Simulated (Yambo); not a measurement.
Yambo run on NH$_{4}$I (space group P4/nmm, No. 129). The wavefunctions come from this Quantum ESPRESSO step (LDA, PseudoDojo standard norm-conserving files, scalar-relativistic):

```
&CONTROL
  calculation = 'nscf'
  pseudo_dir = './pseudo'
  outdir = './out'
/
&SYSTEM
  ibrav = 0
  nat = 12
  ntyp = 3
  ecutwfc = 84.0
  ecutrho = 336.0
  occupations = 'fixed'
  force_symmorphic = .true.
  nbnd = 228
/
&ELECTRONS
  conv_thr = 1.2000000000000002e-08
  diago_full_acc = .true.
  diago_thr_init = 1e-08
/
ATOMIC_SPECIES
H 1.0080 H.upf
N 14.0070 N.upf
I 126.9045 I.upf
CELL_PARAMETERS angstrom
  6.149450000000   0.000000000000   0.000000000000
  0.000000000000   6.149450000000   0.000000000000
  0.000000000000   0.000000000000   4.413680000000
ATOMIC_POSITIONS crystal
H   0.362440000000   0.500000000000   0.134690000000
H   0.000000000000   0.862440000000   0.134690000000
H   0.637560000000   0.500000000000   0.134690000000
H   0.000000000000   0.137560000000   0.134690000000
H   0.862440000000   0.000000000000   0.865310000000
H   0.500000000000   0.637560000000   0.865310000000
H   0.137560000000   0.000000000000   0.865310000000
H   0.500000000000   0.362440000000   0.865310000000
N   0.500000000000   0.500000000000   0.000000000000
N   0.000000000000   0.000000000000   0.000000000000
I   0.000000000000   0.500000000000   0.451470000000
I   0.500000000000   0.000000000000   0.548530000000
K_POINTS automatic
2 2 2 0 0 0
```

Yambo input:

```
rim_cut
gw0
dyson
el_el_corr
HF_and_locXC
ppa
em1d
RandQpts= 1000000
RandGvec= 1 Ry
EXXRLvcs= 84 Ry
VXCRLvcs= 336 Ry
Chimod= "HARTREE"
% BndsRnXp
 1 | 227 |
%
NGsBlkXp= 7 Ry
% LongDrXp
 1.0 | 1.0 | 1.0 |
%
PPAPntXp= 27.2114 eV
% GbndRnge
 1 | 227 |
%
GTermKind= "BG"
DysSolver= "n"
ExtendOut
% QPkrange
 1 | 1 | 16 | 17 |
 6 | 6 | 16 | 17 |
%
```

k points by index: 1 = Γ, 6 = A.

The o-*.qp file then holds:

```
#    K-point    Band    Eo [eV]    E [eV]    E-Eo [eV]    Vxc [eV]    Vnlxc [eV]    Sc|Eo [eV]    Sc|E [eV]    dSc/dw|Eo [eV]    Re(Z)    Im(Z)
#
    1    16    0.000000    -1.331406    -1.331406    -11.21130    -14.31571    1.460099    1.773002    -6.394552    0.809717    -0.001466
    1    17    3.388568    4.247357    0.858789    -8.590890    -4.281312    -3.288671    -3.450789    -5.136089    0.841220    -0.001229
    6    16    -0.076833    -1.321084    -1.244251    -11.21405    -14.06186    1.313869    1.603560    -6.334855    0.811158    -0.001456
    6    17    4.414643    5.235114    0.820471    -8.356385    -4.129313    -3.250460    -3.406601    -5.177771    0.840137    -0.001196
```
(The two width columns are left out.) Convergence of these settings isn't established.

Spin-orbit coupling is not included.

Geometry of the Materials Project entry, not relaxed at this level.

The structure is a Materials Project entry; no match was found in the copy of COD used, and its stability was not checked.

The distance between layers or molecules is the database entry's, not relaxed here. Functionals without dispersion can leave it too large, which widens gaps and weakens the response across layers: the numbers belong to this cell.
